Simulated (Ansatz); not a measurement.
BaO2 (MoSi2 or CaC2 type, space group No. 139) at seven volumes, plane-wave PAW HSE06 (Ansatz code), shape and atoms relaxed at each. One row is withheld.

```json
[
 {"V (Å³/atom)": "15.056", "P (GPa)": "8.77"},
 {"V (Å³/atom)": "15.552", "P (GPa)": "5.32"},
 {"V (Å³/atom)": "16.048", "P (GPa)": "?"},
 {"V (Å³/atom)": "16.545", "P (GPa)": "0.02"},
 {"V (Å³/atom)": "17.041", "P (GPa)": "-1.97"},
 {"V (Å³/atom)": "17.537", "P (GPa)": "-3.59"},
 {"V (Å³/atom)": "18.034", "P (GPa)": "-4.82"}
]
```

Problem. Fit the shown pressures and predict the withheld one.

Solution. Third-order Birch–Murnaghan: P = (3/2)B₀(x^(7/2) − x^(5/2))[1 + (3/4)(B′ − 4)(x − 1)] with x = (V₀/V)^(2/3). Least squares on the six rows gives V₀ = 16.547 Å³/atom, B₀ = 71.71 GPa, B′ = 5.55. At V = 16.048, x = 1.0206 and P = 2.39 GPa. The run itself gave 2.43 GPa.

Space group I4/mmm (MoSi2 or CaC2 type). The first step of the workflow began from a Materials Project structure, measured or hypothetical; the Crystallography Open Database files this formula in space group No. 139, but the cells were not matched. Its standing as an ambient phase is unchecked. The HSE06 relaxation kept the symmetry of its start; its stability against distortions is not shown here. Spin–orbit coupling is left out wherever it is not named.

Potentials: the later of the program's two PAW sets.
